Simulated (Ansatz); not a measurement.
**Guessed and relaxed cells of Ag**

The guess for Ag was made by a generator: random sheet by layer group and Wyckoff sites. The dimensions are guesses.

This is a two-dimensional sheet: the third axis spans vacuum and isn't periodic. Symmetry isn't written into the files.

start.cif

```cif
data_structure
_symmetry_space_group_name_H-M 'P 1'
_symmetry_Int_Tables_number 1
_cell_length_a 6.0370
_cell_length_b 6.0370
_cell_length_c 14.0000
_cell_angle_alpha 90.000
_cell_angle_beta 90.000
_cell_angle_gamma 120.000
_cell_volume 441.88
loop_
_atom_site_label
_atom_site_type_symbol
_atom_site_fract_x
_atom_site_fract_y
_atom_site_fract_z
_atom_site_occupancy
Ag1 Ag 0.50000 0.00000 0.50000 1
Ag2 Ag 0.00000 0.50000 0.50000 1
Ag3 Ag 0.50000 0.50000 0.50000 1
```

The calculation used Ansatz, DFT PBE, scalar-relativistic, plane waves, PAW. Cutoff 420 eV, Gaussian smearing, Γ-centred meshes. In-plane cell and atoms relax first on a coarse mesh and then on a finer one. In metals the finer mesh still leaves noise of several meV/atom or more. The steps can't lower the symmetry of their start. No spin polarisation.

end.cif

```cif
data_structure
_symmetry_space_group_name_H-M 'P 1'
_symmetry_Int_Tables_number 1
_cell_length_a 5.4530
_cell_length_b 5.4530
_cell_length_c 23.8000
_cell_angle_alpha 90.000
_cell_angle_beta 90.000
_cell_angle_gamma 120.000
_cell_volume 612.88
loop_
_atom_site_label
_atom_site_type_symbol
_atom_site_fract_x
_atom_site_fract_y
_atom_site_fract_z
_atom_site_occupancy
Ag1 Ag 0.50000 0.00000 0.29412 1
Ag2 Ag 0.00000 0.50000 0.29412 1
Ag3 Ag 0.50000 0.50000 0.29412 1
```

The symmetry stays p6/mmm (No. 80). The area per atom shrinks by 18.4 %, from 10.5 to 8.6 Å². The shortest distance goes from 3.02 Å (Ag–Ag) to 2.73 Å (Ag–Ag). The energy falls by about 0.25 eV/atom (the start's value is from the coarse mesh). The program sets the height of the box itself, so the height of the cell differs between start and end.

For Ag, the layer group is p6/mmm (No. 80). The in-plane cell is a = 5.453 Å, b = 5.453 Å, γ = 120.0°, the area per atom is 8.58 Å² and the thickness between the outermost nuclei is 0.00 Å. The energy over the standard state is +0.79 eV/atom. The gap on the 12×12×1 mesh of the 3-atom cell is 0 eV (a metal).

Energies count from the standard state of Ag at the same level. It lies above the standard state, so it could only be metastable.

The last run used Gaussian smearing of 0.10 eV. Symmetry constrained the relaxation, so the result can be a saddle point. In all, the 4 runs took 3.5 min on 1 thread of Arm Neoverse V1 (shared host).
